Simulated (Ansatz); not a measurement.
TiB₂ in space group P6/mmm (No. 191; Ti on 1a, B on 2d) under volume change, LDA in the plane-wave PAW code Ansatz, shape and atoms relaxed at each volume.

| V (Å³/atom) | E − E(relaxed) (meV/atom) | P (GPa) |
|---|---|---|
| 7.439 | ? | ? |
| 7.685 | 28.1 | 19.30 |
| 7.930 | ? | ? |
| 8.175 | 0.0 | -0.02 |
| 8.420 | 6.1 | -7.74 |
| 8.666 | 23.2 | -14.41 |
| 8.911 | 49.7 | -20.18 |

Task: What belongs in the gaps?

Result: 
- 7.930, E − E(relaxed) (meV/atom): 6.7
- 7.930, P (GPa): 8.93
- 7.439, E − E(relaxed) (meV/atom): 66.6
- 7.439, P (GPa): 31.34

Task: What does a third-order Birch–Murnaghan fit give for V₀, B₀ and B′?

Result: V₀ = 8.17 Å³/atom, B₀ = 277 GPa, B′ = 3.9.

The LDA relaxation kept the symmetry of its start; phonons on a q-mesh show no instability. The run is not spin-polarised.

Potentials: the later of the program's two PAW sets.
